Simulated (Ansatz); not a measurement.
A generator proposed this cell of Mo₂F₃.

```
CELL_PARAMETERS angstrom
4.14050 0.00000 0.00000
0.00000 4.14050 0.00000
0.00000 0.00000 4.14050
ATOMIC_POSITIONS crystal
Mo 0.50000 0.50000 0.50000
Mo 0.00000 0.00000 0.00000
F 0.50000 0.00000 0.00000
F 0.00000 0.50000 0.00000
F 0.00000 0.00000 0.50000
```

These are results of Ansatz, DFT PBE, scalar-relativistic, plane waves, PAW, not measurements. Cutoff 420 eV; k points 4×4×4 on the computed 5-atom cell (Γ-centred); Gaussian smearing, width 0.10 eV; collinear spin from starting moments 1.0 1.0 0.0 0.0 0.0 μB.

Formation energies are uncorrected and refer to the elements' standard structures at the same level (F₂ as a molecule).

Question: How far from equilibrium is it?

Answer: The pressure is 12.8 GPa (it wants to expand), the largest force is 0.00 eV/Å (symmetry fixes the atoms), and the energy is −0.41 eV/atom against the elements. The shortest distance is 2.07 Å.

Question: Is it a good guess?

Answer: A fair one: relaxing gains under 0.1 eV/atom (the start's value is from the coarse mesh, so the gain is rough) in 9 ionic steps and ends at −0.48 eV/atom on the finer mesh. The symmetry stays Pm-3m (No. 221). The volume per atom grows by 14.9 %, from 14.2 to 16.3 Å³. The shortest distance goes from 2.07 Å (Mo–F) to 2.17 Å (Mo–F). Conventional cell: a = 4.337 Å. Mo on its first site has 12 F at 3.07 Å (long contacts); Mo on its second site is surrounded by 6 F at 2.17 Å; F has 2 Mo at 2.17 Å, 4 Mo at 3.07 Å and 8 F at 3.07 Å.

The last run used collinear spin, a 10×10×10 mesh for its 5-atom cell and Gaussian smearing of 0.10 eV. The magnetic state reached may not be the lowest. The relaxation can't lower the symmetry of the start, and the grade says only how near the guess is to its own end. A structure relaxed within its symmetry needn't be a true minimum. Another cell of Mo2F3 relaxed alike but without spin, in P6/mmm, lies 0.68 eV/atom lower, so this cell isn't the stable form at this level.
